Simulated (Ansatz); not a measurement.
The relaxed structure here is a generated cell of Rh: the first start was made by placing the elements on the sites of a structure type, and the end was not matched to a known phase here, so it may be hypothetical. Known forms of Rh include space group No. 225.

The end point of a relaxation of Rh. Level of theory: r2SCAN (plane waves to 500 eV, PAW, scalar-relativistic; Ansatz, an electronic-structure program).

```
CELL_PARAMETERS angstrom
     -1.52221     1.52221     1.52221
      1.52221    -1.52221     1.52221
      1.52221     1.52221    -1.52221
ATOMIC_POSITIONS crystal
  Rh 0.00000 0.00000 0.00000
```

**Question.** Determine the symmetry and give the standard cell with its independent sites.

**Answer.** Space group Im-3m (No. 229); a = b = c = 3.0444 Å, α = β = γ = 90.00°

| atom | site | symmetry | x | y | z |
|---|---|---|---|---|---|
| Rh | 2a | m-3m | 0.0000 | 0.0000 | 0.0000 |

This is the bcc (W type).

**Question.** Give the shortest distances between elements (the closest pairs, up to four, under 3.6 Å).

**Answer.** Rh–Rh 2.64 Å.

The volume per atom is 14.11 Å³ and the density is 12.11 g/cm³. The band gap comes out as zero (metallic).

No spin polarisation in the result.

The run could not lose the symmetry of its start, so the end can be a saddle point.
